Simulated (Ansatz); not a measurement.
The start is a relaxed LiH cell, doubled along one cell vector, shaken by Gaussian noise of σ = 0.08 Å a coordinate. Cell shape, volume and atoms are optimised at zero target pressure with PBE (plane waves to 420 eV, PAW, scalar-relativistic; Ansatz, a program for electronic structure). The first steps use a coarse 10×5×10 k-mesh.

Starting cell:
```yaml
crystal:
  lattice:
    - [0.00000, 2.00356, 2.00356]
    - [4.00712, 0.00000, 4.00712]
    - [2.00356, 2.00356, 0.00000]
  atoms:
    - { symbol: H, position: [0.97242, 0.00622, 0.96511] }
    - { symbol: H, position: [0.94038, 0.51159, 0.99720] }
    - { symbol: Li, position: [0.52877, 0.23254, 0.49160] }
    - { symbol: Li, position: [0.56061, 0.75270, 0.47337] }
```

### Question
How much energy is released per atom?

### Answer
0.020 eV/atom.

### Question
Is the relaxed structure metallic? Give its gap.

### Answer
2.98 eV, direct (no spin-orbit coupling).

It ends as:

Space group Fm-3m (No. 225); a = b = c = 4.007 Å, α = β = γ = 90.00°

```
atom  site  symmetry       x       y       z
----  ----  --------  ------  ------  ------
H       4b      m-3m  0.5000  0.5000  0.5000
Li      4a      m-3m  0.0000  0.0000  0.0000
```
(The calculation used a cell of 2 atoms; values per cell refer to that cell.)

Final values are on a 14×14×14 k-mesh of the relaxed cell. No spin polarisation in the result.
